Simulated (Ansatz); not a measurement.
Profile along the Si–C line in SiC (wurtzite)

SiC (wurtzite)

```cif
data_C2Si2
_chemical_formula_sum 'Si2 C2'
_space_group_name_H-M_alt 'P 1'
_space_group_IT_number 1
_cell_length_a 3.07590
_cell_length_b 3.07590
_cell_length_c 5.04769
_cell_angle_alpha 90.000
_cell_angle_beta 90.000
_cell_angle_gamma 120.000
loop_
_space_group_symop_operation_xyz
  'x, y, z'
loop_
_atom_site_label
_atom_site_type_symbol
_atom_site_fract_x
_atom_site_fract_y
_atom_site_fract_z
_atom_site_occupancy
Si1 Si 0.66667 0.33333 0.00051 1
Si2 Si 0.33333 0.66667 0.50051 1
C1 C 0.66667 0.33333 0.62469 1
C2 C 0.33333 0.66667 0.12469 1
```

Fields along a shortest Si–C line of a (1 -1 0 0) plane (1.90 Å), from Si to C, interpolated on the slice's grid (step about 0.2 Å). Computed with PBEsol (plane waves to 420 eV, PAW, scalar-relativistic; Ansatz, a program for electronic structure). k mesh 12×12×7. Near the nuclei the fields are pseudised (PAW); where an atom keeps semicore shells as valence, they peak there. SiC was relaxed with its symmetry unable to fall.

| distance from Si (Å) | valence electron density (e/Å³) | electron localisation function |
|---|---|---|
| 0.00 | 0.05 | x |
| 0.10 | 0.06 | x |
| 0.19 | 0.09 | x |
| 0.29 | 0.14 | x |
| 0.38 | 0.23 | x |
| 0.47 | 0.34 | 0.46 |
| 0.57 | 0.47 | 0.67 |
| 0.67 | 0.59 | 0.83 |
| 0.76 | 0.69 | 0.90 |
| 0.85 | 0.78 | 0.92 |
| 0.95 | 0.86 | 0.93 |
| 1.04 | 0.97 | 0.93 |
| 1.14 | 1.10 | 0.91 |
| 1.23 | 1.27 | 0.88 |
| 1.33 | 1.45 | 0.83 |
| 1.42 | 1.64 | 0.71 |
| 1.52 | 1.77 | x |
| 1.61 | 1.82 | x |
| 1.71 | 1.82 | x |
| 1.80 | 1.78 | x |
| 1.90 | 1.76 | x |

x: too close to a nucleus for the ELF to mean much.

Density on the Si–C line (1.90 Å) at its midpoint: 0.86 e/Å³. ELF at that point: 0.93. ELF maximum in the middle third of the Si–C line: 0.93, 0.9 Å from Si.
